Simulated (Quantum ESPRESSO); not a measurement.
AlInAgIr$_{4}$Rh (simulated cell), AlInAgMo$_{5}$ (simulated cell) (calculated)

Calculation on a made-up metal alloy cell, not a measurement: no spin or spin-orbit, unrelaxed, 2900 K smearing, stress positive in tension, cell energy less fitted offsets; periodic Kohn-Sham density functional theory in plane waves with PseudoDojo standard norm-conserving scalar-relativistic pseudopotentials, each functional with its own files (v0.5 for PBE, v0.4.1 for LDA and PBEsol), eight atoms on drawn sites of a strained close-packed or body-centred lattice, each displaced and held fixed; the energy is the cell's free energy, ions and the entropy term -TS included, at the stated Fermi-Dirac width, less a fixed offset for each atom's element (shifted free energy); compositions with an open d shell lost a parallel starting moment in a cheaper test run, and other magnetic orders were not tried; an error bar is the largest change of its kind in a tighter rerun, never given below 0.002 eV, 0.02 GPa or 0.003 eV/angstrom, and covers cutoff and k-mesh only, not smearing or the files. Program: Quantum ESPRESSO 7.5.

Common to all runs: lattice type hexagonal close-packed; functional pbe; fermi dirac smearing 0.25 eV; electrons removed 0; run command mpirun -np 4 pw.x -nk 4 -in in.

Notes on all entries: a spin test at this wide smearing found no moment, but such smearing suppresses magnetism that the real alloy may have; lattice, volume and sites are drawn at random and may be unstable or far from any real phase; energies are for the whole cell, less offsets fitted to these runs, so they are not formation energies.

(1) AlInAgIr$_{4}$Rh (simulated cell)

```
AlInAgIr4Rh
1.0
     -0.0325     4.8789    -0.0121
      2.8237    -0.0302     4.7713
      2.8322    -0.0073    -4.7765
Ag Ir Al Rh In Ir
1 1 1 1 1 3
Direct
  0.00893 -0.00897 -0.01016
  -0.00990 0.48079 0.50497
  0.31579 0.23427 0.74626
  0.34234 0.76631 0.27396
  0.48019 0.25684 0.25478
  0.48972 0.76855 0.75332
  0.85821 0.02937 0.50990
  0.85825 0.50310 0.00031
```

Here we set cutoff 1197 eV, run processor Intel Xeon, 2023 or later, virtual cores and k mesh 5 x 5 x 5 shifted half a step off Gamma on each axis.

Results for AlInAgIr$_{4}$Rh (simulated cell): entropy term negative ts -1.688 eV; pressure -8.04 GPa; stress xx 7.01 GPa; stress yy 7.45 GPa; stress zz 9.66 GPa; stress yz 0.12 GPa; stress xz 1.88 GPa; stress xy -1.03 GPa; shifted free energy 1.272 eV.

Atoms:
```tsv
atoms element	atom site	atom energy offset (eV)
Ag	1	-4218.03
Ir	2	-3133.86
Al	3	-63.26
Rh	4	-3191.96
In	5	-1808.02
Ir	6	-3133.86
Ir	7	-3133.86
Ir	8	-3133.86
```

Forces:
```tsv
site	x (eV/Å)	y (eV/Å)	z (eV/Å)
1	-0.007	-1.058	-0.08
2	1.266	0.059	0.95
3	0.466	0.706	0.347
4	-0.497	-0.039	-0.188
5	0.171	1.108	0.182
6	-0.824	0.91	-0.333
7	-1.175	-1.037	-0.944
8	0.599	-0.648	0.066
```

Notes: heavy elements are run without spin-orbit coupling, which real alloys of them have; error bars: energy 0.002 eV, stress 0.038 GPa, force 0.009 eV/Å, from a tighter rerun of a related cell, whose elements or sites may differ; 14 SCF iterations, 226 s of wall time on a shared machine.

(2) AlInAgMo$_{5}$ (simulated cell)

```
AlInAgMo5
1.0
      2.8342    -0.0128    -0.0021
     -0.0222     5.0123    -0.0113
     -0.0066    -0.0211     9.4764
Mo In Mo Ag Mo Al Mo
1 1 2 1 1 1 1
Direct
  0.00324 -0.00714 0.00789
  -0.01050 0.00417 0.49097
  -0.00435 0.33896 0.25159
  -0.02605 0.33338 0.75079
  0.52720 0.49426 0.00253
  0.48074 0.50039 0.50040
  0.51118 0.83709 0.25724
  0.49092 0.83954 0.74534
```

It was run with cutoff 1143 eV, run processor AMD EPYC, Zen 5, virtual cores and k mesh 8 x 5 x 3 shifted half a step off Gamma on each axis.

The calculation gives: entropy term negative ts -1.639 eV; pressure -1.7 GPa; stress xx 2 GPa; stress yy 2.25 GPa; stress zz 0.84 GPa; stress yz -0.58 GPa; stress xz 0.34 GPa; stress xy -0.02974 GPa; shifted free energy 0.358 eV.

Atoms:
```tsv
atoms element	atom site	atom energy offset (eV)
Mo	1	-1911.95
In	2	-1808.02
Mo	3	-1911.95
Mo	4	-1911.95
Ag	5	-4218.03
Mo	6	-1911.95
Al	7	-63.26
Mo	8	-1911.95
```

Forces:
```tsv
site	x (eV/Å)	y (eV/Å)	z (eV/Å)
1	0.211	0.349	-0.527
2	-0.015	-0.069	0.968
3	0.179	-0.399	-0.53
4	0.112	-0.055	0.126
5	-0.378	0.191	-0.192
6	0.064	0.694	0.498
7	-0.146	-0.344	-1.446
8	-0.028	-0.367	1.102
```

Notes: error bars: energy 0.014 eV, stress 0.1 GPa, force 0.012 eV/Å, from a tighter rerun of a related cell, whose elements or sites may differ; 19 SCF iterations, 200 s of wall time on a shared machine.
